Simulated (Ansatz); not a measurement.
According to the program Ansatz at the PBE level (PAW), InPt₃N in the anti-perovskite structure (Pm-3m) relaxes to a = 4.260 Å. In has 12 nearest neighbours from 3.01 Å (cuboctahedral); N has 6 nearest neighbours from 2.13 Å (octahedral). Its formation energy from the elements is 0.39 eV/atom, with no fitted shifts.

Electronic character: metallic (no gap). Gap from PBE with spin–orbit coupling: none (metallic).

The bulk modulus is 182 GPa.

The start of the workflow was typed in or built on a structure type; neither database checked (COD, Materials Project) lists it. Whether it is the stable phase at ambient conditions was not checked. Symmetry was held in the PBE relaxation; its stability against distortions is not shown here. The run is not spin-polarised. The volume moved by 20 % from the start of the relaxation. Its formation energy is positive at this level, so the cell may be metastable or incomplete. The references are the lowest solids computed at this level, not always the standard phases (solids in place of the gases). Spin–orbit coupling is left out wherever it is not named.

Potentials: the earlier of the program's two PAW sets.
